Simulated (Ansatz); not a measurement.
Data:

ZnS:
```xyz
4
Lattice="3.7384 0.0000 0.0000 -1.8692 3.2375 0.0000 0.0000 0.0000 6.1429" Properties=species:S:1:pos:R:3 pbc="T T T"
Zn     1.8692     1.0792     6.1401
Zn     0.0000     2.1584     3.0686
S      1.8692     1.0792     3.8434
S      0.0000     2.1584     0.7719
```

This is the LDA-relaxed structure. x, y and z are the axes in which the lattice vectors are written.

Task: All from the program Ansatz at the LDA level (PAW), unless another level is named. Predict the hole effective mass, band 1 of 2 at the edge.

Result: 1.5 along x, 1.5 along z (mₑ).

Task: And the band gap?

Result: 2.19 eV (direct).

Task: Predict the formation energy from the elements (no fitted shifts).

Result: -0.84 eV/atom.

Task: Give the weight of the conduction-edge state by species (Voronoi cells).

Result: Zn 56 %, S 44 %.

Task: Give the valence-band maximum.

Result: at Γ.

Space group P6_3mc (wurtzite). The LDA relaxation kept the symmetry of its start; phonons on a q-mesh show no instability. The references are the lowest solids computed at this level, not always the standard phases.

Potentials: the later of the program's two PAW sets.
